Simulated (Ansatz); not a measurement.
CdF₂:
```
CELL_PARAMETERS angstrom
      0.00000     2.69576     2.69576
      2.69576     0.00000     2.69576
      2.69576     2.69576     0.00000
ATOMIC_POSITIONS crystal
  Cd 0.00000 0.00000 0.00000
  F  0.25000 0.25000 0.25000
  F  0.75000 0.75000 0.75000
```

r²SCAN in the plane-wave PAW code Ansatz gives a gap of 3.78 eV without spin–orbit coupling, maximum at W, minimum at Γ.

### Question
What happens when spin–orbit coupling is switched on?

### Answer
The gap hardly moves, to 3.78 eV; maximum at W, minimum at Γ.

### Question
Give the electron effective mass with spin–orbit coupling.

### Answer
0.40 mₑ (isotropic).

### Question
Give the hole effective mass with spin–orbit coupling.

### Answer
2.1, 2.1, 6.9 mₑ (principal values).

Space group Fm-3m (fluorite). The r²SCAN relaxation kept the symmetry of its start.

Potentials: the earlier of the program's two PAW sets. The files were generated under PBE; for other functionals the program regenerates the frozen cores, and for LDA and PBEsol the local potential too.
